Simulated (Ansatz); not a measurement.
The cell is a 10-atom cell of AlGa3O6 built on the corundum structure (relaxed group R3); cell and atoms were relaxed with r2SCAN. It is trigonal, R3 (No. 146); a = 4.929 Å, c = 13.325 Å in the conventional setting, 9.34 Å³ an atom. Around Al lie 6 O at 1.88–1.97 Å; around Ga lie 6 O at 1.92–2.09 Å; around Ga lie 6 O at 1.92–2.08 Å; around Ga lie 6 O at 1.92–2.07 Å; around O lie 3 Ga at 1.92–2.09 Å and 1 Al at 1.97 Å; around O lie 1 Al at 1.88 Å and 3 Ga at 1.92–2.08 Å.

```
Al Ga O
1.0
     2.46432    1.42277    4.44176
    -2.46432    1.42277    4.44176
     0.00000   -2.84555    4.44176
Al Ga O
1 3 6
Direct
  0.85041 0.85041 0.85041
  0.64148 0.64148 0.64148
  0.35524 0.35524 0.35524
  0.14532 0.14532 0.14532
  0.74867 0.45577 0.05344
  0.94686 0.23632 0.56648
  0.05344 0.74867 0.45577
  0.45577 0.05344 0.74867
  0.56648 0.94686 0.23632
  0.23632 0.56648 0.94686
```

The questions ask for values computed with Ansatz on this geometry. Values at 0 K without nuclear motion; no magnetic order is allowed, and the phase may be a hypothetical one.

Given (6×6×6 mesh): With PBE the valence top lies at Γ–S₀ (0.40 of the way from Γ) and the conduction bottom at Γ, 3.48 eV higher; the smallest vertical gap, at Γ, is 3.66 eV.

(1) What does PBE+SOC give for the gap (6×6×6 mesh)?

(2) How does the gap change from PBE to HSE06 (4×4×4)?

(3) Order these levels by the gap that they give, smallest first.
A. r2SCAN
B. PBE0
C. HSE06
D. PBE

(4) Relaxed again with PBEsol, is the cell stable at the zone centre, and where do its optical modes lie?

(5) What do these levels agree on?

## Answers

(1) With PBE+SOC the valence top lies at k = (0.010, 1/6, -0.146) and the conduction bottom at Γ, 3.48 eV higher; the smallest vertical gap, at Γ, is 3.65 eV. The gap differs by 0.00 eV from PBE's.

(2) With HSE06 the valence top lies at k = (0.010, 1/6, -0.146) and the conduction bottom at Γ, 5.27 eV higher; the smallest vertical gap, at Γ, is 5.45 eV. The gap differs by +1.79 eV from PBE's.

(3) D (3.48 eV), A (4.20 eV), C (5.27 eV), B (5.99 eV).

(4) The zone-centre optical frequencies run from 166 to 686 cm⁻¹, none imaginary (the rest of the zone wasn't tested). With the long-range field the highest mode reaches 732 cm⁻¹.

(5) r2SCAN covers 40 % of the step from PBE to HSE06. For gaps to 0.1 eV, spin-orbit coupling (up to 0.01 eV here) can be left out. Among these functionals the gap stays indirect.

Only the levels marked +SOC include spin-orbit coupling.

Where an edge lies off the special points, it is a point of the mesh or the k point where a search put PBE's edge or least direct gap, reused for the other functionals, whose own edges may lie a little apart.

Coordinates of k points refer to the reciprocal vectors of the primitive cell of the runs.

The meshes of the hybrids are coarse, so their gaps aren't converged to the digits shown.
